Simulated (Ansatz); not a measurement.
**How far is PAW off for ZrC?**

```
CELL_PARAMETERS angstrom
0.00000 2.35021 2.35021
2.35021 0.00000 2.35021
2.35021 2.35021 0.00000
ATOMIC_POSITIONS crystal
Zr 0.50000 0.50000 0.50000
C 0.00000 0.00000 0.00000
```

Atoms are numbered in the order listed.

The cell comes from COD entry 1562921, which wasn't checked; take it as a given geometry.

Methods: DFT, PBEsol, PAW with Ansatz's default frozen-core files, scalar-relativistic (Ansatz 0.2.0); DFT, PBEsol, all-electron PAW with datasets made for the crystal, scalar-relativistic (Ansatz 0.2.0); DFT, PBEsol, all-electron LAPW, scalar-relativistic (Ansatz 0.2.0).

For PAW: a Γ-centred 15×15×15 k mesh, Fermi–Dirac smearing of 0.05 eV, cutoff 420 eV, no spin polarisation; the PAW files were made with PBE, and the program remakes their frozen cores for this functional. The crystal-made all-electron datasets (AE datasets) take a cutoff of 280 eV at this cell. LAPW targets a basis error of 0.5 meV/atom. The Ansatz runs share mesh, smearing and spin set-up. Plane-wave (PAW) pressures include the program's estimate of the Pulay term.

Stress and pressure are positive in compression.

Levels count from the Fermi level.

| quantity | PAW | AE datasets | LAPW |
| --- | --- | --- | --- |
| pressure (GPa) | -4.58 | -4.53 | -4.53 |
| highest filled level at X (eV) | -1.800 | -1.800 | -1.801 |
| lowest empty level at X (eV) | 0.082 | 0.082 | 0.082 |
| highest filled level at L (eV) | -2.928 | -2.927 | -2.927 |
| lowest empty level at L (eV) | 4.510 | 4.513 | 4.513 |
| highest filled level at W (eV) | -2.345 | -2.345 | -2.345 |
| lowest empty level at W (eV) | 3.289 | 3.290 | 3.290 |

PAW's pressure differs from the LAPW value by -0.06 GPa.
